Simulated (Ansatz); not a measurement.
Values for one crystal, relaxed and computed with plane-wave PAW LDA (Ansatz code); other levels are named.

| Quantity | Value |
|---|---|
| Volume per atom | 18.99 Å³ |
| Electronic character | metallic (no gap) |
| Zone-centre stability | no imaginary mode at Γ |
| Formation energy from the elements (no fitted shifts) | -0.42 eV/atom |
| Density of states at the Fermi level | 1.4 states/eV per atom (mean over ±0.08 eV) |
| Pressure derivative B′ | 3.8 |
| Bulk modulus (Birch–Murnaghan fit) | 802 kbar |

Q: Which compound is it?
A) AlCu3, Cu3Au type
B) ScAl, Cmcm (Sc on 4c, Al on 4c)
C) ScCu, CsCl type
D) Al2Cu, fluorite or antifluorite type

A: B, ScAl, Cmcm (Sc on 4c, Al on 4c)

The workflow started from a Materials Project entry (that database holds measured and hypothetical structures alike); the Crystallography Open Database copy checked does not list it. Its standing as an ambient phase is unchecked. Symmetry was held in the LDA relaxation. No spin polarisation was allowed. The references are the lowest solids computed at this level, not always the standard phases.

Potentials: the later of the program's two PAW sets.
